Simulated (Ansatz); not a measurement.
CaO:
```
CELL_PARAMETERS angstrom
      3.95631     0.00000     0.00000
     -1.97816     3.42627     0.00000
      0.00000     0.00000     4.74312
ATOMIC_POSITIONS crystal
  Ca 0.33333 0.66667 0.75000
  Ca 0.66667 0.33333 0.25000
  O  0.33333 0.66667 0.25000
  O  0.66667 0.33333 0.75000
```

Relaxed with PBEsol. Independent-particle spectrum: no excitons, no local fields, no scissors shift; 0.1 eV broadening; ε₁ of the summed bands alone.

**Question.** Tabulate the dielectric function from PBEsol (plane waves, PAW; program Ansatz).

**Answer.** 

```csv
E (eV),ε₁ xx,ε₂ xx,ε₁ zz,ε₂ zz
0.0,3.45,0.00,3.44,0.00
0.5,3.46,0.00,3.45,0.00
1.0,3.50,0.00,3.48,0.00
1.5,3.56,0.00,3.54,0.00
2.0,3.65,0.00,3.64,0.00
2.5,3.79,0.00,3.80,0.00
3.0,4.00,0.00,4.09,0.00
3.5,4.31,0.00,4.34,0.34
4.0,4.86,0.02,4.69,0.42
4.5,6.04,0.65,5.17,1.66
5.0,6.84,2.26,4.67,2.31
5.5,5.36,5.52,3.79,2.38
6.0,2.15,5.32,3.70,2.46
6.5,1.30,3.40,3.15,2.61
7.0,1.23,2.66,3.26,2.19
7.5,1.60,1.65,3.79,2.11
8.0,3.18,1.45,3.90,3.44
8.5,4.31,3.50,3.63,3.88
9.0,2.45,4.40,1.84,4.67
9.5,1.68,6.20,4.12,4.86
10.0,-1.92,4.91,-2.31,5.86
10.5,-2.18,2.98,-3.12,3.56
11.0,-1.52,1.12,-1.85,1.20
11.5,-0.54,0.64,-0.83,0.58
12.0,-0.33,0.72,-0.24,0.54
```

With all bands, ε∞ without local fields is 3.63 (xx = yy), 3.58 (zz). DFPT, with local fields, gives 3.37 (xx = yy), 3.46 (zz).

Space group P6_3/mmc. The workflow started from a Materials Project entry (that database holds measured and hypothetical structures alike); the Crystallography Open Database copy checked does not list it. It is not the phase usual at ambient conditions (space group No. 225). The cell was relaxed with PBEsol under the symmetry of its start; its stability against distortions is not shown here.

Potentials: the later of the program's two PAW sets.
